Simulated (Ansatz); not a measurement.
In DFT-r²SCAN in the program Ansatz with PAW potentials, Pd in the diamond structure (Fd-3m) relaxes to a = 5.741 Å. Pd has 4 nearest neighbours from 2.49 Å (tetrahedral).

Electronic character: metallic (no gap). Gap from r²SCAN with spin–orbit coupling: none (metallic).

An equation-of-state fit gives a bulk modulus of 77.0 GPa. The relaxed-ion elastic constants in GPa are C11 = 52.8, C12 = 89.6, C44 = -26.9.

The start of the workflow was typed in or built on a structure type; neither database checked (COD, Materials Project) lists it. It is not the phase usual at ambient conditions (space group No. 225). The cell was relaxed with r²SCAN under the symmetry of its start. At this level the phase is mechanically unstable. No spin polarisation was allowed. As this level gives no gap, shear constants depend on the k-mesh and smearing (Fermi–Dirac, 0.1 eV here). Scalar-relativistic: spin–orbit coupling is off unless named, which matters more the heavier the elements.

Potentials: the earlier of the program's two PAW sets.
